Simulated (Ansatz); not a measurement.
All numbers below come from DFT PBE, scalar-relativistic, plane waves, PAW (Ansatz 0.2.0). All cells share a 420 eV cutoff and Γ-centred k meshes spaced at most about 0.3 Å⁻¹ (about 0.25 or finer for metals, 2π included). No spin polarisation in the final relaxations.

All energies are static (0 K, no zero-point motion).

Two relaxed structures of Be2SbP3:

A.

```cif
data_structure
_symmetry_space_group_name_H-M 'P4/mmm'
_symmetry_Int_Tables_number 123
_cell_length_a 5.0875
_cell_length_b 5.0875
_cell_length_c 4.8691
_cell_angle_alpha 90.000
_cell_angle_beta 90.000
_cell_angle_gamma 90.000
_cell_volume 126.02
loop_
_atom_site_label
_atom_site_type_symbol
_atom_site_symmetry_multiplicity
_atom_site_Wyckoff_symbol
_atom_site_fract_x
_atom_site_fract_y
_atom_site_fract_z
_atom_site_occupancy
Be1 Be 2 f 0.00000 0.50000 0.00000 1
Sb1 Sb 1 d 0.50000 0.50000 0.50000 1
P1 P 2 e 0.00000 0.50000 0.50000 1
P2 P 1 c 0.50000 0.50000 0.00000 1
```

B.

```cif
data_structure
_symmetry_space_group_name_H-M 'Cmmm'
_symmetry_Int_Tables_number 65
_cell_length_a 5.0585
_cell_length_b 7.7937
_cell_length_c 4.9448
_cell_angle_alpha 90.000
_cell_angle_beta 90.000
_cell_angle_gamma 90.000
_cell_volume 194.95
loop_
_atom_site_label
_atom_site_type_symbol
_atom_site_symmetry_multiplicity
_atom_site_Wyckoff_symbol
_atom_site_fract_x
_atom_site_fract_y
_atom_site_fract_z
_atom_site_occupancy
Be1 Be 4 i 0.50000 0.19935 0.00000 1
Sb1 Sb 2 d 0.00000 0.00000 0.50000 1
P1 P 4 j 0.50000 0.84780 0.50000 1
P2 P 2 a 0.00000 0.00000 0.00000 1
```

**Question.** Which is lower in energy, and by how much?

**Answer.** B is lower, by 224 meV/atom. A has space group P4/mmm (No. 123), 21.0 Å³/atom and no gap on its mesh; B has space group Cmmm (No. 65), 16.2 Å³/atom and no gap. Counting P or Sb atoms around Be (for each partner element, those within 1.25 times its shortest distance or 1.15 times the sum of covalent radii, where it is the nearest in units of that sum or under 1.3; the shortest distance is added where it is long for a bond), A has Be 4 from 2.4 Å and B has Be 3. B holds P–P pairs (shortest 2.37 Å); in A the shortest P–P distance is 3.52 Å. The denser one is the lower, and pressure would at first widen the difference. Even the lower one lies +0.49 eV/atom against the reference forms of the elements (uncorrected), so neither is stable at this level. In A, Be is surrounded by 4 P at 2.43–2.54 Å; around Sb lie 6 P at 2.43–2.54 Å; around P on a site of symmetry mmm lie 2 Be at 2.43 Å and 2 Sb at 2.54 Å; 1 more site not described. In B, Be has 1 P at 2.34 Å, 2 P at 2.50 Å, 2 Be at 2.65 Å and 2 P at 2.97 Å; around Sb lie 2 P at 2.47 Å and 6 P at 2.71–2.79 Å; P on a site of symmetry m2m has 1 P at 2.37 Å, 2 Be at 2.50 Å, 3 Sb at 2.71–2.79 Å and 2 P at 2.95 Å; 1 more site not described. Both come from invented guesses. A third cell relaxed alike, in P1, lies 0.55 eV/atom below the lower of the two; the Cmmm cell fell into it when its atoms were moved at random.

Spin–orbit coupling, which can matter for Sb, is left out. Cells relaxed within their symmetry can be saddle points.
